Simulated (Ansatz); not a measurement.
## ¹¹⁹Sn Mössbauer parameters in BAs with Sn replacing As

Cell: a supercell of BAs (zinc blende type, F-43m) built from a COD entry, with all atoms left at the host's positions.

Space group F-43m (No. 216); a = 14.3310 Å.

| site | Wyckoff | site symmetry | x | y | z |
| --- | --- | --- | --- | --- | --- |
| B1 | 16e | .3m | 0.4167 | 0.0833 | 0.4167 |
| B3 | 24g | 2.mm | 0.7500 | 0.0833 | 0.7500 |
| B5 | 48h | ..m | 0.7500 | 0.9167 | 0.5833 |
| B14 | 4d | -43m | 0.7500 | 0.7500 | 0.7500 |
| B18 | 16e | .3m | 0.0833 | 0.5833 | 0.9167 |
| Sn | 4a | -43m | 0.5000 | 0.0000 | 0.5000 |
| As29 | 48h | ..m | 0.6667 | 0.0000 | 0.6667 |
| As32 | 16e | .3m | 0.8333 | 0.8333 | 0.6667 |
| As36 | 16e | .3m | 0.1667 | 0.6667 | 0.8333 |
| As42 | 24f | 2.mm | 0.0000 | 0.6667 | 0.0000 |

One atom of each set is listed; the run and its k-mesh use a cell of 54 atoms with edges of 10.13, 10.13, 10.13 Å.

Level of theory: DFT, PBE, plane waves and PAW, scalar-relativistic, 420 eV cutoff, Γ-centred 2×2×2 k-points, Fermi–Dirac smearing 0.01 eV, cell charge -1 (Ansatz 0.2.0).

Isomer shifts (against SnO₂) follow from the electron density at the nucleus, δ = α(ρ − ρ₀), with α = 0.099 mm s⁻¹ a₀³ and ρ₀ = 183191.44 a₀⁻³ from a line fitted to 8 measured compounds at this level of theory (rms miss 0.12 mm/s). ΔE_Q = ½eQV_zz(1 + η²/3)^½ with Q = -0.132 b for the 23.9 keV state.

Problem. Give the isomer shift and quadrupole splitting of each Sn site.

Solution. 

| site | atoms | first shell | ρ − ρ₀ (a₀⁻³) | δ (mm/s) | ΔE_Q (mm/s) | η |
| --- | --- | --- | --- | --- | --- | --- |
| Sn | 1 | 4 B at 2.07 Å | 13.5 | 1.33 | 0.00 | – |

The shift of Sn is between ionic Sn(IV) and covalent tin.

The defect repeats with the cell of 54 atoms, so it feels its images: sites between two images don't show the values beside a lone defect, and zeros or small values of η there can come from the images' arrangement. A uniform background compensates the cell's charge. The neighbours have not yet relaxed around the defect (largest force 2.6 eV/Å), so a real crystal will differ.
